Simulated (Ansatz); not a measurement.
Question: Each is relaxed and computed with HSE06 in the plane-wave PAW code Ansatz. Which alone has a direct gap?
(A) MgS, P4_2/mmc (Mg on 2c, S on 2e)
(B) BaHfO3, cubic perovskite
(C) PbF2, fluorite
(D) HfS2, fluorite

Answer: D, HfS2, fluorite. HfS2: gap 0.27 eV (direct); BaHfO3: gap 5.18 eV (indirect); PbF2: gap 5.74 eV (indirect); MgS: gap 2.02 eV (indirect). Constructed cells (a structure type filled with these elements, in neither database checked): HfS2, fluorite; MgS, P4_2/mmc (Mg on 2c, S on 2e). All cells were relaxed under the symmetry of their starts (and spin orders); stability against distortions was not tested throughout. Rows with no word on spin ran without spin polarisation. Spin–orbit coupling is left out wherever it is not named.

Potentials: the later of the program's two PAW sets.
